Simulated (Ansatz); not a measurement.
YN:
Space group P4/nmm, origin choice 1 (No. 129); a = b = 4.215 Å, c = 3.379 Å, α = β = γ = 90.00°

```json
[
 {"atom": "Y", "site": "2c", "symmetry": "4mm", "x": "0.5000", "y": "0.0000", "z": "0.2561"},
 {"atom": "N", "site": "2a", "symmetry": "-4m2", "x": "0.0000", "y": "0.0000", "z": "0.0000"}
]
```

Relaxed with PBEsol. DFT-PBEsol in the program Ansatz with PAW potentials gives a gap of 1.03 eV.

Problem. What gap does HSE06 give on the same cell (Ansatz, PAW)?

Solution. 2.02 eV, 0.98 eV more. The hybrid was solved on a coarser mesh and at special points; its gap is the smallest among all of these.

```csv
k,v1 PBEsol,c1 PBEsol,v1 HSE06,c1 HSE06
Γ,-0.33,1.03,-0.43,2.02
Z,-1.37,3.67,…,…
M,-0.43,1.43,-0.43,2.43
A,-1.39,2.57,…,…
R,-2.03,3.79,…,…
X,-1.27,1.52,…,…
```

Problem. Top valence (v1) and lowest conduction level (c1) in eV from each method's valence maximum (which need not be a listed point): supply the withheld HSE06 values.

Solution. 
- X, v1 HSE06: -1.31
- X, c1 HSE06: 2.50
- Z, v1 HSE06: -1.48
- Z, c1 HSE06: 4.79
- A, v1 HSE06: -1.56
- A, c1 HSE06: 3.62
- R, v1 HSE06: -2.28
- R, c1 HSE06: 4.89

Cost on shared cores: the PBEsol run (SCF on a 7×7×8 mesh, then bands and DOS) around 14 core-seconds (rough), the HSE06 run (SCF on 5×5×6, then a few points) roughly 70 core-seconds; the tasks are unlike.

The cell is a constructed one: a structure type filled with these elements; neither database checked (COD, Materials Project) lists it. COD files the formula under space group No. 225, so this cell is another polymorph or a model. Its standing as an ambient phase is unchecked. The cell was relaxed with PBEsol under the symmetry of its start; its stability against distortions is not shown here. No spin polarisation was allowed. Scalar-relativistic: spin–orbit coupling is off unless named, which matters more the heavier the elements.

Potentials: the later of the program's two PAW sets.
